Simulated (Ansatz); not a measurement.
NbAg:
```cif
data_Ag2Nb2
_chemical_formula_sum 'Ag2 Nb2'
_space_group_name_H-M_alt 'P 1'
_space_group_IT_number 1
_cell_length_a 4.71075
_cell_length_b 2.73916
_cell_length_c 5.23577
_cell_angle_alpha 90.000
_cell_angle_beta 90.000
_cell_angle_gamma 90.000
loop_
_space_group_symop_operation_xyz
  'x, y, z'
loop_
_atom_site_label
_atom_site_type_symbol
_atom_site_fract_x
_atom_site_fract_y
_atom_site_fract_z
_atom_site_occupancy
Ag1 Ag 0.25000 0.00000 0.85289 1
Ag2 Ag 0.75000 0.00000 0.14711 1
Nb1 Nb 0.25000 0.50000 0.35023 1
Nb2 Nb 0.75000 0.50000 0.64977 1
```

Relaxed with PBEsol.

Task: Decompose the optical modes at the zone centre into irreducible representations, and say which are infrared and Raman allowed.

Result: Point group mmm: Γ_opt = 2Ag + B1u + 2B2g + B2u + 2B3g + B3u. Infrared: B1u, B2u, B3u. Raman: Ag, B2g, B3g.

Task: Assign frequencies (DFPT, DFT-PBEsol in the program Ansatz with PAW potentials).

Result: B3g 41i, B3g 97, Ag 123, B2g 128, B2u 135, B3u 162, B1u 191, Ag 198, B2g 199 cm⁻¹.

Subscripts of B labels follow the axes of the standard setting.

Space group Pmma. The start of the workflow was typed in or built on a structure type; neither database checked (COD, Materials Project) lists it. Its standing as an ambient phase is unchecked. Symmetry was held in the PBEsol relaxation; phonons show weakly imaginary modes. No spin polarisation was allowed. Its formation energy is positive at this level, so the cell may be metastable or incomplete. As this level gives no gap, phonon frequencies hold no LO–TO term and depend on the k-mesh and smearing (Fermi–Dirac, 0.1 eV here).

Potentials: the later of the program's two PAW sets.
